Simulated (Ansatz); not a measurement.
## Data sheet: LaC (DFT)

LaC:
```
LaC
1.0
    0.00000     2.71995     2.71995
    2.71995     0.00000     2.71995
    2.71995     2.71995     0.00000
La C
1 1
Direct
  0.00000   0.00000   0.00000
  0.50000   0.50000   0.50000
```

Space group Fm-3m (No. 225), rock salt; conventional cell a = b = c = 5.440 Å, α = β = γ = 90.00°.

Method: plane-wave PAW r²SCAN (Ansatz code). Structure relaxed to zero pressure with the same functional. Other levels are named where they apply.

Cell and energy:

| Property | Result |
|---|---|
| Volume per atom | 20.12 Å³ |
| Density | 6.23 g/cm³ |
| Formation energy from the elements (no fitted shifts) | 0.28 eV/atom |

Electronic structure:

| Quantity | Value |
|---|---|
| Electronic character | metallic (no gap) |
| Density of states at the Fermi level | 1.9 states/eV per atom (mean over ±0.08 eV) |
| Gap with spin–orbit coupling | none (metallic) |

Mechanics:

| Item | Value |
|---|---|
| Bulk modulus (Birch–Murnaghan fit) | 85.5 GPa |
| Pressure derivative B′ | 3.8 |
| Elastic constants (relaxed ions, GPa) | C11 = 17.4, C12 = 121, C44 = 46.4 |
| Mechanical stability | unstable (C has a negative eigenvalue) |

The start of the workflow was typed in or built on a structure type; neither database checked (COD, Materials Project) lists it. Its standing as an ambient phase is unchecked. Symmetry was held in the r²SCAN relaxation. Its formation energy is positive at this level, so the cell may be metastable or incomplete. As this level gives no gap, shear constants depend on the k-mesh and smearing (Fermi–Dirac, 0.1 eV here). The references are the lowest solids computed at this level, not always the standard phases. Spin–orbit coupling is left out wherever it is not named.

Potentials: the later of the program's two PAW sets.
